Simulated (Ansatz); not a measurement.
**What DFT gives for ZrTaN**

```yaml
crystal:
  lattice:
    - [3.11904, 0.00000, 0.00000]
    - [0.00000, 3.11904, 0.00000]
    - [0.00000, 0.00000, 7.89631]
  atoms:
    - { symbol: Zr, position: [0.00000, 0.50000, 0.90000] }
    - { symbol: Zr, position: [0.50000, 0.00000, 0.10000] }
    - { symbol: Ta, position: [0.00000, 0.50000, 0.33500] }
    - { symbol: Ta, position: [0.50000, 0.00000, 0.66500] }
    - { symbol: N, position: [0.00000, 0.50000, 0.61700] }
    - { symbol: N, position: [0.50000, 0.00000, 0.38300] }
```

Method: r2SCAN, no spin polarisation; PAW, plane waves to 500 eV, 11×11×5 Γ-centred mesh, fermi-dirac occupations (width 0.0416 eV) (Ansatz 0.2.0), atoms fixed.

Task: Is there a gap?

Result: It is a metal, with about 2.8 states/eV a cell as the mean within 0.25 eV of the Fermi level, mostly Zr d (48 %) and Ta d (35 %).

Task: Is it stable against the elements?

Result: -0.53 eV an atom against the elements' usual phases (free molecules for gases, crystals otherwise, with no correction for O₂ or N₂), so it is bound against them; other compounds may still compete. Relaxing would lower it.

Task: Which element gives electrons and which takes them?

Result: Bader charges in e: Zr +0.53, Ta +1.25, N -1.78. In the mean Ta gives up most and N takes most.

Task: Which atom feels the largest force, and which way?

Result: The largest is on Ta3 (and as large on other atoms): 1.69 eV/Å, components (0.00, 0.00, 1.69). It makes 0° with the line to a nearest neighbour, N5 at 2.23 Å, pointing towards it.

Task: What do density and ELF say about some of the short contacts?

Result: Ta–N at 2.23 Å: least valence density 0.55 e/Å³ and ELF 0.21 there. Zr–N at 2.23 Å: least valence density 0.49 e/Å³ and ELF 0.17 there. Both are smooth PAW fields, read partly inside the augmentation spheres.

Task: What does the stress say?

Result: The pressure is 21.3 GPa (compression positive), so with the atoms held at these fractions the cell would first expand; the forces are large, so a full relaxation may end otherwise. The principal stresses 16.9, 16.9, 30.3 GPa differ, so its shape would change too.

Origin: a known structure type with other elements, at an estimated volume, so it need not be a known compound. Caveats: many states at the Fermi level without spin polarisation, so a magnetic state may lie lower; atoms or cell far from equilibrium.
